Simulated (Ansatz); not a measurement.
Starting cell, BN (h-BN type, space group P6_3/mmc):

```
CELL_PARAMETERS angstrom
      2.50046     0.00000     0.00000
     -1.25023     2.16546     0.00000
      0.00000     0.00000     6.41170
ATOMIC_POSITIONS crystal
  B  0.33333 0.66667 0.25000
  B  0.66667 0.33333 0.75000
  N  0.33333 0.66667 0.75000
  N  0.66667 0.33333 0.25000
```

In each cell atom 4 (N, nearest neighbour B at 1.444 Å; its periodic images, 2.5 Å or more away, move with it) moves by s·(1.000, 0.000, 0.000) (along Cartesian x), the rest being held.

Computed with PBEsol-D3(BJ) (plane waves to 420 eV, PAW, scalar-relativistic; Ansatz, a first-principles code). k mesh 12×12×4 (Γ-centred), Fermi-Dirac smearing 0.05 eV. The energy includes the smearing's −TS. Left out: 4 of 11 points, with atoms too close for the PAW data. F⊥ is the part of the force across the line. BN was relaxed with its symmetry unable to fall. ΔE is measured from the undisplaced structure.

Problem. Predict the ΔE (meV/cell) and |F⊥| (eV/Å) at s (Å) = -0.172, -0.086, 0.086, 0.172, 0.258.

Solution. 
```tsv
s (Å)	ΔE (meV/cell)	|F⊥| (eV/Å)
-0.172	632	2.080
-0.086	156	0.497
0.086	156	0.497
0.172	632	2.080
0.258	1445	5.028
```

(A displaced cell: forces are minus the slopes of the energy, force constants its curvatures, and phonons follow from these.)
